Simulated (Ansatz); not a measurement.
SrHfN₂:
```
SrHfN2
1.0
    1.67052     0.96447     5.90397
   -1.67052     0.96447     5.90397
    0.00000    -1.92895     5.90397
Sr Hf N
1 1 2
Direct
  0.00000   0.00000   0.00000
  0.50000   0.50000   0.50000
  0.23281   0.23281   0.23281
  0.76719   0.76719   0.76719
```

r²SCAN (plane waves, PAW; program Ansatz) gives a gap of 0.63 eV without spin–orbit coupling, maximum at Γ, minimum at F.

Q: What happens when spin–orbit coupling is switched on?

A: The gap drops by 0.04 eV, to 0.59 eV; maximum at Γ, minimum at F.

Q: Give the electron effective mass with spin–orbit coupling.

A: 0.20, 0.20, 1.2 mₑ (principal values).

Q: Give the hole effective mass with spin–orbit coupling.

A: 0.30, 0.30, 0.91 mₑ (principal values).

Space group R-3m. The workflow started from a Materials Project entry (that database holds measured and hypothetical structures alike); the Crystallography Open Database copy checked does not list it. Whether it is the stable phase at ambient conditions was not checked. Symmetry was held in the r²SCAN relaxation; whether a distortion lowers the energy is not shown. The run is not spin-polarised.

Potentials: the later of the program's two PAW sets.
